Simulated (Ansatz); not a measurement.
Starting cell, GaAs (zinc blende):

```
GaAs
1.0
    0.00000     5.66556     5.66556
    2.83278     0.00000     2.83278
    2.83278     2.83278     0.00000
As Ga
2 2
Direct
  0.37500   0.75000   0.75000
  0.87500   0.75000   0.75000
  0.00000   0.00000   0.00000
  0.50000   0.00000   0.00000
```

A phonon eigenvector at L = (0.5, 0.0, 0.0) is frozen into this cell: atom i moves by Q times the vector below, so Q is the largest atomic displacement, in Å. The cell is held. (q is in reciprocal vectors of the primitive cell; the cell shown is doubled to hold the pattern.)

```
atom       x       y       z
----  ------  ------  ------
As1   -0.553   0.553   0.553
As2    0.553  -0.553  -0.553
Ga3    0.577  -0.577  -0.577
Ga4   -0.577   0.577   0.577
```

All values below come from r2SCAN (plane waves to 500 eV, PAW, scalar-relativistic; Ansatz, a program for electronic structure). k mesh 5×10×10 (Γ-centred), Fermi-Dirac smearing 0.05 eV. The energy includes the smearing's −TS. GaAs was relaxed with its symmetry unable to fall. The PAW data are Ansatz's earlier set. The zero of ΔE is the undisplaced structure.

```json
[
 {"Q (Å)": "-0.2800", "ΔE (meV/cell)": "2970"},
 {"Q (Å)": "-0.2333", "ΔE (meV/cell)": "1886"},
 {"Q (Å)": "-0.1867", "ΔE (meV/cell)": "1120"},
 {"Q (Å)": "-0.1400", "ΔE (meV/cell)": "withheld"},
 {"Q (Å)": "-0.0933", "ΔE (meV/cell)": "253"},
 {"Q (Å)": "-0.0467", "ΔE (meV/cell)": "62"},
 {"Q (Å)": "0.0000", "ΔE (meV/cell)": "0"},
 {"Q (Å)": "0.0467", "ΔE (meV/cell)": "62"},
 {"Q (Å)": "0.0933", "ΔE (meV/cell)": "253"},
 {"Q (Å)": "0.1400", "ΔE (meV/cell)": "withheld"},
 {"Q (Å)": "0.1867", "ΔE (meV/cell)": "1120"},
 {"Q (Å)": "0.2333", "ΔE (meV/cell)": "1886"},
 {"Q (Å)": "0.2800", "ΔE (meV/cell)": "2970"}
]
```

Q: Fit an even polynomial form (powers 2, 4, 6) to the given rows and predict ΔE at Q = 0.1400.

A: Least squares on the 11 given rows: ΔE = (28020)·Q² + (112300)·Q⁴ + (172000)·Q⁶, in meV/cell with Q in Å; root-mean-square residual 0.4 meV/cell. At 0.1400 the fit gives 594 meV/cell; the calculation gives 594 meV/cell, the same to the digits shown. The quadratic term alone would give 549 meV/cell.

(A displaced cell: forces are minus the slopes of the energy, force constants its curvatures, and phonons follow from these.)
